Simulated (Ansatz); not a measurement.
The elements of this relaxed trial crystal are hidden behind letters.

```
lattice vectors (Å)
   6.2764    0.0000    0.0000
   0.0000    6.2764    0.0000
   0.0000    0.0000    3.0917
fractional positions
X 0.5000 0.0000 0.5000
X 0.5000 0.5000 0.5000
X 0.0000 0.5000 0.5000
Z 0.2235 0.7765 0.0000
Z 0.2235 0.2235 0.0000
Z 0.7765 0.7765 0.0000
Z 0.7765 0.2235 0.0000
Q 0.0000 0.0000 0.5000
```

All numbers below come from DFT PBE, scalar-relativistic, plane waves, PAW (Ansatz 0.2.0). Settings of the last relaxation (8-atom cell): 420 eV, 6×6×12 k points, Gaussian smearing of 0.10 eV, no spin polarisation.

* Space group: P4/mmm (No. 123)
* Conventional cell: a = 6.276 Å, c = 3.092 Å
* Volume per atom: 15.22 Å³
* Density: 4.23 g/cm³
* Formation energy: −0.42 eV/atom
* Gap on the 6×6×12 mesh of the 8-atom cell: 0 eV (a metal)

Energies are uncorrected and count from the elements' standard states at the same level.

Task: X is a d-block element of period 4, Z is a p-block element of period 3 and Q is a d-block element of period 4. Which elements are they?

Result: X = Ti, Z = Al, Q = Ni, so the formula is Ti3Al4Ni. Density times volume gives a mean mass of 4.23 × 15.22/1.6605 = 38.8 u per atom, and this set has 38.8 u. Ti on a site of symmetry mmm has 8 Al at 2.71 Å, 4 Ti at 3.09–3.14 Å and 2 Ni at 3.14 Å; Al is surrounded by 2 Ni at 2.51 Å, 4 Ti at 2.71 Å, 2 Al at 2.81 Å, 2 Ti at 2.90 Å and 2 Al at 3.09 Å; Ni is surrounded by 8 Al at 2.51 Å, 2 Ni at 3.09 Å and 4 Ti at 3.14 Å; 1 more site not described. Other sets within the hints have nearly the same mass, so mass alone doesn't settle it; this one was computed.

Trial moments died out on the coarse mesh, so the last step has no spin; another magnetic start might hold. A structure relaxed within its symmetry needn't be a true minimum.
